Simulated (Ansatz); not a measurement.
Relaxed Pd (fcc, Cu type):

```yaml
crystal:
  lattice:
    - [0.00000, 3.94259, 3.94259]
    - [1.97130, 1.97130, 3.94259]
    - [1.97130, 1.97130, 0.00000]
  atoms:
    - { symbol: Pd, position: [0.00000, 0.00000, 0.00000] }
    - { symbol: Pd, position: [0.50000, 0.00000, 0.00000] }
```

The atoms are displaced by Q × the pattern below (from a DFPT mode at X = (0.5, 0.5, 0.0), largest move 1; Q in Å), at fixed cell. (q is in reciprocal vectors of the primitive cell; the cell shown is doubled to hold the pattern.)

```json
[
 {"atom": "Pd1", "x": "0.000", "y": "0.000", "z": "-1.000"},
 {"atom": "Pd2", "x": "0.000", "y": "0.000", "z": "1.000"}
]
```

Method: PBE (plane waves to 420 eV, PAW, scalar-relativistic; Ansatz, a first-principles code). k mesh 20×20×20 (Γ-centred), Fermi-Dirac smearing 0.05 eV. With partly filled bands, energies and forces of such displacements shift with the k mesh and the smearing. Pd is run without spin polarisation. Pd was relaxed with its symmetry unable to fall. The PAW data are Ansatz's earlier set.

At one point of the scan the forces (eV/Å) are:

```tsv
atom	Fx	Fy	Fz
Pd1	0.000	0.000	-2.726
Pd2	0.000	0.000	2.726
```

Which point is it?
(A) Q = -0.150 Å
(B) Q = -0.120 Å
(C) Q = -0.060 Å
(D) Q = -0.090 Å

A, Q = -0.150 Å

(A displaced cell: forces are minus the slopes of the energy, force constants its curvatures, and phonons follow from these.)
